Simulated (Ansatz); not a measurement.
## How much do the gradients of Rb₄CaSe₄O₁₄ depend on the method?

Cell: a Materials Project structure (computed, not necessarily an observed phase), atoms as given.

```yaml
crystal:
  lattice:
    - [7.67398, 0.00000, 0.00000]
    - [-0.51366, 8.10327, 0.00000]
    - [-0.20690, -3.51030, 8.01733]
  atoms:
    - { symbol: Rb, position: [0.27905, 0.18152, 0.59108] }
    - { symbol: Rb, position: [0.15223, 0.44907, 0.25659] }
    - { symbol: Rb, position: [0.67618, 0.74466, 0.31843] }
    - { symbol: Rb, position: [0.80288, 0.55842, 0.75099] }
    - { symbol: Ca, position: [0.54515, 0.09313, 0.92958] }
    - { symbol: Se, position: [0.32775, 0.69455, 0.78870] }
    - { symbol: Se, position: [0.15843, 0.88272, 0.15998] }
    - { symbol: Se, position: [0.63379, 0.30592, 0.33261] }
    - { symbol: Se, position: [0.88622, 0.08555, 0.76957] }
    - { symbol: O, position: [0.45354, 0.59837, 0.87780] }
    - { symbol: O, position: [0.99759, 0.72243, 0.09381] }
    - { symbol: O, position: [0.52537, 0.33143, 0.16296] }
    - { symbol: O, position: [0.04560, 0.24476, 0.86672] }
    - { symbol: O, position: [0.15759, 0.56977, 0.67672] }
    - { symbol: O, position: [0.31860, 0.83758, 0.26348] }
    - { symbol: O, position: [0.80926, 0.46057, 0.38126] }
    - { symbol: O, position: [0.69969, 0.18170, 0.74730] }
    - { symbol: O, position: [0.42922, 0.82549, 0.70692] }
    - { symbol: O, position: [0.10225, 0.08977, 0.25342] }
    - { symbol: O, position: [0.49685, 0.39741, 0.48942] }
    - { symbol: O, position: [0.94574, 0.94520, 0.58479] }
    - { symbol: O, position: [0.25670, 0.89372, 0.96972] }
    - { symbol: O, position: [0.81698, 0.97711, 0.89065] }
```

Atom numbers follow the list; atoms alike are taken as one site, whose name carries the number of the first.

First run. Computed with Ansatz: DFT, PBE, plane waves and PAW, scalar-relativistic, 420 eV cutoff, Γ-centred 5×5×4 k-points, Fermi–Dirac smearing 0.05 eV.

```csv
site,atom,V_zz (10²¹ V/m²),η
Rb1,1,-7.31,0.78
Rb4,4,-3.38,0.79
Ca,5,-6.89,0.85
Se6,6,13.07,0.23
Se7,7,12.79,0.13
Se8,8,-30.4,0.23
Se9,9,3.89,0.64
O12,12,12.38,0.03
O13,13,17.92,0.08
O14,14,18.64,0.20
O16,16,13.84,0.14
O17,17,16.42,0.04
O18,18,17.94,0.12
O20,20,13.93,0.11
```

Second run. The same atoms and settings, except that the functional is r2SCAN and the cutoff is 500 eV.

**Question.** What does the second run give?

**Answer.** 

| site | atom | V_zz | η | change of V_zz |
| --- | --- | --- | --- | --- |
| Rb1 | 1 | -7.47 | 0.77 | -0.16 |
| Rb4 | 4 | -3.54 | 0.85 | -0.16 |
| Ca | 5 | -6.99 | 0.83 | -0.10 |
| Se6 | 6 | 15.01 | 0.21 | +1.94 |
| Se7 | 7 | 14.77 | 0.13 | +1.98 |
| Se8 | 8 | -32.2 | 0.23 | -1.78 |
| Se9 | 9 | 4.48 | 0.55 | +0.59 |
| O12 | 12 | 13.25 | 0.05 | +0.87 |
| O13 | 13 | 18.59 | 0.09 | +0.67 |
| O14 | 14 | 19.38 | 0.20 | +0.74 |
| O16 | 16 | 14.74 | 0.14 | +0.90 |
| O17 | 17 | 17.17 | 0.02 | +0.75 |
| O18 | 18 | 18.72 | 0.10 | +0.78 |
| O20 | 20 | 14.75 | 0.12 | +0.82 |

The largest change of V_zz is on Se7, from 12.79 to 14.77. In per cent, |V_zz| changes by +2 to +5 on Rb, +1 on Ca, +6 to +16 on Se, +4 to +7 on O (all sites that start above 0.5). The table leaves out 9 of the 23 sites, with |V_zz| up to 19.36; their tensors move by 0.74 at most along any direction. The statements above cover all sites.

Without spin–orbit coupling (the program notes it for Rb) the gradients are little affected as a rule: paired runs on crystals with a gap mostly move them by under 2 % at such atoms.
For the first run: The largest force is 0.4 eV/Å, so the atoms aren't at the calculated equilibrium and relaxing them would move these values.
For the second run: The largest force is 1.2 eV/Å, so the atoms aren't at the calculated equilibrium and relaxing them would move these values.
